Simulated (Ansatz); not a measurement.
TaBeB: strain energy, fitted

TaBeB, P-6m2, a = 3.246 Å, c = 3.244 Å. The structure is a Materials Project entry; whether it is the stable form wasn't checked. Ansatz: r2SCAN, PAW, 500 eV, Γ-centred 15×15×14 mesh on 3 atoms, Gaussian smearing 0.10 eV; no spin polarisation. Series: biaxial strain in the a-b plane, c and atoms relaxed; x is the strain in per cent. y is the free energy over the unstrained cell, V0 = 9.870 Å³/atom.

```
x (%) y (meV/atom)
 -4.5         80.93
 -3.0         34.49
 -1.5          8.28
  0.0          0.00
  1.5             ?
  3.0         30.08
  4.5         64.95
```

Problem. Fit y = c2 x² + c3 x³ to the other rows, turn c2 into a modulus, and predict the missing energy.

Solution. Least squares on the rows shown. y = 3.5993 x² − 0.087175 x³. In eV per unit strain² c2 is 35.99; M is the biaxial modulus (E = M V0 ε²): 35.99 × 160.2 / (9.870) = 584 GPa. At x = 1.5 the fit asked for gives 7.80 meV/atom. The run gave 7.82 meV/atom, so the fit is 0.02 meV/atom too low, within the rms miss on the fitted rows (0.13 meV/atom).

Spin–orbit coupling is left out, which can shift energies with elements as heavy as these.